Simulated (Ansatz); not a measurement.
Input:

Relaxed Ta (bcc, W type):

```
CELL_PARAMETERS angstrom
     -3.31974     3.31974     3.31974
      1.65987    -1.65987     1.65987
      1.65987     1.65987    -1.65987
ATOMIC_POSITIONS crystal
  Ta 0.00000 0.00000 0.00000
  Ta 0.50000 0.00000 0.00000
```

The atoms are displaced by Q × the pattern below (from a DFPT mode at N = (0.5, 0.0, 0.0), largest move 1; Q in Å), at fixed cell. (q is in reciprocal vectors of the primitive cell; the cell shown is doubled to hold the pattern.)

```json
[
 {"atom": "Ta1", "x": "0.000", "y": "-0.707", "z": "-0.707"},
 {"atom": "Ta2", "x": "0.000", "y": "0.707", "z": "0.707"}
]
```

Level of theory: PBE (plane waves to 420 eV, PAW, scalar-relativistic; Ansatz, a first-principles code). k mesh 10×20×20 (Γ-centred), Fermi-Dirac smearing 0.05 eV. E stands for the smeared free energy. Left out: 4 of 13 points, with atoms too close for the PAW data. With partly filled bands, energies and forces of such displacements shift with the k mesh and the smearing. Spin-orbit coupling is left out, though Ta is heavy. Ta is run without spin polarisation. Ta was relaxed with its symmetry unable to fall. The PAW data are Ansatz's earlier set. The zero of ΔE is the undisplaced structure.

The scan covers Q from -0.187 to 0.187 Å in 9 points.

Question: Which space group does the distorted structure have?

Answer: Cmme (No. 67), lowered from Im-3m.

Question: Is this a single well or a double well?

Answer: A single well with its minimum at or next to zero displacement.

Question: What is the energy change at Q = 0.187 Å?

Answer: 586 meV/cell.

Question: What harmonic wavenumber does the curvature at Q = 0 give?

Answer: 140 cm⁻¹.

(For displaced atoms, the force is minus the slope of the energy, and its curvature is a force constant, which sets phonon frequencies.)
